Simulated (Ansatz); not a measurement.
ZrIr (CsCl type, Pm-3m), a = b = c = 3.2684 Å, α = β = γ = 90.00°.

This is the PBEsol-relaxed structure.

Task: All from DFT-PBEsol in the program Ansatz with PAW potentials, unless another level is named. Estimate the density of states at the Fermi level.

Result: 0.95 states/eV per atom (mean over ±0.08 eV).

Task: What about the formation energy from the elements (no fitted shifts)?

Result: -0.76 eV/atom.

Task: Give the gap with spin–orbit coupling.

Result: none (metallic).

The workflow started from an entry of the Crystallography Open Database (COD). Whether it is the stable phase at ambient conditions was not checked. The cell was relaxed with PBEsol under the symmetry of its start. At this level the phase is mechanically unstable. No spin polarisation was allowed. The references are the lowest solids computed at this level, not always the standard phases. Spin–orbit coupling is left out wherever it is not named.

Potentials: the later of the program's two PAW sets.
